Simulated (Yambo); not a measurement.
```xyz
3
Lattice="3.5401 0.0000 0.0000 -1.7701 3.0659 0.0000 0.0000 0.0000 15.5000" Properties=species:S:1:pos:R:3 pbc="T T T"
S      1.7701     1.0220    -1.2418
S      0.0000     2.0439     1.2418
Pt     0.0000     0.0000     0.0000
```

Workflow: PBE (pw.x of Quantum ESPRESSO, ONCV potentials, no spin-orbit coupling), then G0W0 in Yambo (6×6×1 Γ-centred k mesh, bands 5 to 114 and a 6 Ry block in the screening, 114 bands in G with the Bruneval-Gonze terminator, plasmon pole fitted at 27.2 eV, slab-truncated Coulomb interaction, stochastic integration of W near q = 0).

Question: Give the PBE and G0W0 gaps between the band edges found on this mesh, and say where the edges lie.

Answer: Edges: (0.167, 0.167) → (0, 0.167). PBE: 2.08 eV; G0W0: 3.29 eV. The mesh misses an edge: along a dense path the PBE gap is 1.81 eV. Among the k points computed, the smallest G0W0 gap is 3.22 eV, (0, 0.167) → (0, 0.167). Convergence of the G0W0 settings was not tested. Spin-orbit coupling is left out, which matters for elements this heavy: edges can move by tenths of an eV.

Geometry relaxed with PBE+D3(BJ).
